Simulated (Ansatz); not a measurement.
This guess for Ta₂Si₂Ge is about to be relaxed.

```
CELL_PARAMETERS angstrom
3.62457 0.00000 0.00000
-1.81228 3.13897 0.00000
0.00000 0.00000 7.51905
ATOMIC_POSITIONS crystal
Ta 0.33333 0.66667 0.23754
Ta 0.33333 0.66667 0.76246
Si 0.66667 0.33333 0.34781
Si 0.66667 0.33333 0.65219
Ge 0.33333 0.66667 0.00000
```

Computed with Ansatz, DFT PBE, scalar-relativistic, plane waves, PAW. Cutoff 420 eV, Gaussian smearing, Γ-centred meshes. Cell and atoms relax first on a coarse mesh and then on a finer one. In between, the cell is made exact in the group found at 0.06 Å. In metals the finer mesh still leaves noise of several meV/atom or more. The steps can't lower the symmetry of their start. No spin polarisation.

A guess keeps its type if space group and coordination stay and the shape of the cell changes little (axis ratios within about 15 %, angles within 6°); the volume may change.

Question: Does it keep its structure type, or change into something else?

Answer: It doesn't keep its type. The symmetry stays P-6m2 (No. 187). The volume per atom grows by 3.5 %, from 17.1 to 17.7 Å³. The shortest distance goes from 1.79 Å (Ta–Ge) to 2.32 Å (Si–Si). The ratio c/a of the conventional cell changes by a factor of 1.89. Counting neighbours within 15 % of an atom's shortest distance, the start has Ge 2, Si 4, Ta 1 and the end Ge 8, Si 1, Ta 10. In detail, at the end around Ta lie 1 Ge at 2.60 Å, 3 Si at 2.68 Å and 6 Ta at 2.96 Å; Si has 1 Si at 2.32 Å, 3 Ta at 2.68 Å and 6 Si at 2.96 Å; around Ge lie 2 Ta at 2.60 Å and 6 Ge at 2.96 Å.

```cif
data_structure
_symmetry_space_group_name_H-M 'P 1'
_symmetry_Int_Tables_number 1
_cell_length_a 2.9626
_cell_length_b 2.9626
_cell_length_c 11.6440
_cell_angle_alpha 90.000
_cell_angle_beta 90.000
_cell_angle_gamma 120.000
_cell_volume 88.51
loop_
_atom_site_label
_atom_site_type_symbol
_atom_site_fract_x
_atom_site_fract_y
_atom_site_fract_z
_atom_site_occupancy
Ta1 Ta 0.33333 0.66667 0.22342 1
Ta2 Ta 0.33333 0.66667 0.77658 1
Si1 Si 0.66667 0.33333 0.40020 1
Si2 Si 0.66667 0.33333 0.59980 1
Ge1 Ge 0.33333 0.66667 0.00000 1
```

The zero of energy is the elements' standard structures at the same level; no fitted shifts are applied.

Question: At what energy does it end?

Answer: +0.27 eV/atom. A positive value: parting into the elements would lower its energy.

The last run used a 12×12×4 mesh (in the run's order of axes) for its 5-atom cell and Gaussian smearing of 0.10 eV. These runs have no spin–orbit coupling, which can matter for Ta. Symmetry constrained the relaxation, so the result can be a saddle point. Another cell of Ta2Si2Ge relaxed alike, in Cm, lies 0.36 eV/atom lower, so this cell isn't the stable form at this level.
